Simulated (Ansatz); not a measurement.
An Ansatz input (plane waves, PAW) for EuSb in the CsCl-type structure that has something wrong with it:

```yaml
crystal:
  lattice:
    - [3.9336725339, 0.0, 0.0]
    - [0.0, 3.9336725339, 0.0]
    - [0.0, 0.0, 7.8673450679]
  atoms:
    - { symbol: Eu, position: [0.0, 0.0, 0.0], spin: 6.0 }
    - { symbol: Sb, position: [0.5, 0.5, 0.25] }
    - { symbol: Eu, position: [0.0, 0.0, 0.5], spin: -6.0 }
    - { symbol: Sb, position: [0.5, 0.5, 0.75] }
basis:
  ecutwfc: 420
  ecutrho_ratio: 4
kpoints:
  mp_grid: { grid: [0, 10, 5] }
hamiltonian:
  xc: pbe
scf:
  occupations: { method: gaussian, width: 0.05 }
  max_iter: 80
output:
  forces: true
  stress: true
magnetization:
  spin_polarized: true
```

Launched as:
```sh
ansatz run input.yaml --threads 2 --pin off --max-ram 2662MiB --backend cpu --events-out ev --progress --plain --runs-dir out
```

Problem. What is wrong with it?

Solution. A k-mesh with a zero. Against the sound input: kpoints.mp_grid.grid: [10, 10, 5] → [0, 10, 5] (the cap on iterations is only a precaution).

What the program printed:

```
Error: invalid value for `kpoints.mp_grid.grid`: each dimension must be in 1..=255
```

The input was refused before any iteration. Run time: 0.06 s on 2 threads of Arm Neoverse V1, with other jobs on the host, peak memory 0.084 GiB. The run before the change (PBE, 420 eV, 10×10×5 mesh) gave:

| run | P (GPa) | gap on the mesh (eV) | cell moment (μB) | largest force component (eV/Å) |
| --- | --- | --- | --- | --- |
| sound | 0.0 | metal | 0.00 | 0.000 |

The two runs also differ in their start: the sound one had the moments 7.49, 0.00, -7.49, 0.00 μB typed, and went on from the state of an earlier run.

This is a trial structure: such lanthanide and actinide compounds mostly take the rock-salt structure.

Of that run: Without a U the 4f levels of Eu lie too near the Fermi level, so their share of the states there, and what hangs on it, is overstated. The run wasn't fully tested for a lower electronic state. For an f⁶ shell, the formal count of Eu here, Hund's rules give L = S = 3 and J = 0, a non-magnetic ion. Spin-polarised DFT, with or without U, favours a large spin moment instead, a known failure, so moments and magnetic energies here aren't predictions.
